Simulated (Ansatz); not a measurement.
# How much do the gradients of SiNi₃ depend on the method?

Cell: a Materials Project structure (computed, not necessarily an observed phase).

```
CELL_PARAMETERS angstrom
3.46374 0.00000 0.00000
0.00000 3.46374 0.00000
0.00000 0.00000 3.46374
ATOMIC_POSITIONS crystal
Si 0.00000 0.00000 0.00000
Ni 0.00000 0.50000 0.50000
Ni 0.50000 0.50000 0.00000
Ni 0.50000 0.00000 0.50000
```

Sites (sets of like atoms) are named by element and the number of their first atom in this list.

First run. Computed with Ansatz: DFT, PBE, plane waves and PAW, scalar-relativistic, collinear spin, 420 eV cutoff, Γ-centred 10×10×10 k-points, Fermi–Dirac smearing 0.05 eV. Start moments as typed (μB): 1.5 on each Ni, none on the rest.

| site | atom | V_zz (10²¹ V/m²) | η |
| --- | --- | --- | --- |
| Ni | 2 | -4.98 | 0.00 |

Second run. The same atoms and settings, except that the functional is LDA.

(1) Given the first result, estimate the second.

Results:

(1) 

| site | atom | V_zz | η | change of V_zz |
| --- | --- | --- | --- | --- |
| Ni | 2 | -5.04 | 0.00 | -0.06 |

The largest change of V_zz is on Ni, from -4.98 to -5.04. In per cent, |V_zz| changes by +1 on Ni (all sites that start above 2). Sites without a gradient aren't listed.

The run finds no gap above 0.1 eV (a metal, or nearly one), so the gradients can move by 10 % or more with the k-mesh. The start moments die out, and the run ends without spin.
For the first run: At this cell the PBE pressure is 9 GPa, so with PBE the cell would grow if it were relaxed. The entry's cell may itself be off. With these PAW files V_zz is typically within 2 to 3 % of all-electron values, but misses above 10 % occur on Ni.
For the second run: At this cell the LDA pressure is -7 GPa, so with LDA the cell would shrink if it were relaxed.
